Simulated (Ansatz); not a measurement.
VS2:
```
CELL_PARAMETERS angstrom
      1.55889     0.90002     6.00176
     -1.55889     0.90002     6.00176
      0.00000    -1.80005     6.00176
ATOMIC_POSITIONS crystal
  V  0.00000 0.00000 0.00000
  S  0.74833 0.74833 0.74833
  S  0.25167 0.25167 0.25167
```

Relaxed with PBEsol. Special points in fractions of this cell's reciprocal vectors: Γ (0.000, 0.000, 0.000); T (0.500, 0.500, 0.500); H2 (0.818, 0.182, 0.500); H0 (0.500, -0.182, 0.182); L (0.500, 0.000, 0.000); S0 (0.341, -0.341, 0.000); S2 (0.659, 0.000, 0.341); F (0.500, 0.000, 0.500).

Question: List the band energies nearest the Fermi level at these points for plane-wave PAW PBEsol (Ansatz code).

Answer: In eV from the Fermi level; about four levels below and three above (degenerate sets whole), none deeper than 8.9 eV; points with the same levels are listed once.

```
k                     below                above
--  -----------------------  -------------------
Γ   -0.99 -0.24 -0.09 -0.09  0.69 0.69 3.53 3.53
T   -2.75 -2.75 -0.09 -0.09       0.58 0.58 0.63
H2  -4.73 -3.82 -2.94 -2.77       0.88 1.01 1.21
L   -3.04 -2.52 -1.05 -0.77       1.12 1.76 3.25
S0  -4.92 -3.79 -2.99 -2.79       0.90 1.06 1.16
F   -2.95 -2.42 -1.25 -1.05       1.13 1.64 3.59
```

Space group R-3m. The first step of the workflow began from a Materials Project structure, measured or hypothetical; the Crystallography Open Database copy checked does not list it. Whether it is the stable phase at ambient conditions was not checked. The PBEsol relaxation kept the symmetry of its start; whether a distortion lowers the energy is not shown. The workflow began spin-polarised and lost its moments. A crystal of weakly bound layers computed without a dispersion correction: the cell and the soft elastic constants depend strongly on that.

Potentials: the later of the program's two PAW sets.
